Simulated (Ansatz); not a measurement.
TlBr:
```cif
data_BrTl
_chemical_formula_sum 'Tl1 Br1'
_space_group_name_H-M_alt 'P 1'
_space_group_IT_number 1
_cell_length_a 3.83930
_cell_length_b 3.83930
_cell_length_c 3.83930
_cell_angle_alpha 90.000
_cell_angle_beta 90.000
_cell_angle_gamma 90.000
loop_
_space_group_symop_operation_xyz
  'x, y, z'
loop_
_atom_site_label
_atom_site_type_symbol
_atom_site_fract_x
_atom_site_fract_y
_atom_site_fract_z
_atom_site_occupancy
Tl1 Tl 0.00000 0.00000 0.00000 1
Br1 Br 0.50000 0.50000 0.50000 1
```

Relaxed with LDA. Independent-particle spectrum: no excitons, no local fields, no scissors shift; 0.1 eV broadening; ε₁ of the summed bands alone.

Task: Tabulate the dielectric function from LDA (plane waves, PAW; program Ansatz).

Result: 

| E (eV) | ε₁ xx | ε₂ xx |
|---|---|---|
| 0.0 | 7.81 | 0.00 |
| 0.3 | 7.85 | 0.00 |
| 0.6 | 7.97 | 0.00 |
| 0.9 | 8.19 | 0.00 |
| 1.2 | 8.63 | 0.00 |
| 1.5 | 9.22 | 0.69 |
| 1.8 | 9.22 | 1.04 |
| 2.1 | 9.53 | 1.24 |
| 2.4 | 10.22 | 1.52 |
| 2.7 | 10.90 | 2.79 |
| 3.0 | 11.01 | 3.72 |
| 3.3 | 11.35 | 4.65 |
| 3.6 | 12.08 | 6.02 |
| 3.9 | 11.57 | 8.53 |
| 4.2 | 11.87 | 10.94 |
| 4.5 | 9.49 | 15.90 |
| 4.8 | 2.38 | 15.46 |
| 5.1 | -1.52 | 14.93 |
| 5.4 | -3.56 | 10.46 |
| 5.7 | -3.53 | 7.94 |
| 6.0 | -3.04 | 5.74 |
| 6.3 | -1.79 | 4.82 |
| 6.6 | -1.14 | 5.03 |
| 6.9 | -2.00 | 4.45 |
| 7.2 | -1.47 | 3.32 |
| 7.5 | -0.64 | 3.26 |
| 7.8 | -0.91 | 3.10 |
| 8.1 | -0.29 | 3.13 |
| 8.4 | -0.44 | 2.73 |
| 8.7 | 0.25 | 3.27 |
| 9.0 | -0.89 | 3.62 |
| 9.3 | -0.64 | 2.92 |
| 9.6 | -1.12 | 3.38 |
| 9.9 | -1.56 | 2.38 |
| 10.2 | -1.25 | 1.82 |
| 10.5 | -0.98 | 1.49 |
| 10.8 | -0.70 | 1.26 |
| 11.1 | -0.38 | 1.10 |
| 11.4 | -0.03 | 1.04 |
| 11.7 | 0.29 | 1.24 |
| 12.0 | 0.31 | 1.73 |

Task: From ε at 2.3 eV (xx: 9.91 + 1.39i), find n, k, the normal reflectivity and the absorption coefficient.

Result: n = 3.16, k = 0.220, R = 27 %, α = 2kE/ħc = 51000 cm⁻¹.

With all bands, ε∞ without local fields is 7.95. DFPT, with local fields, gives 7.20.

Space group Pm-3m (CsCl type). The cell was relaxed with LDA under the symmetry of its start. Spin–orbit coupling is left out wherever it is not named.

Potentials: the later of the program's two PAW sets.
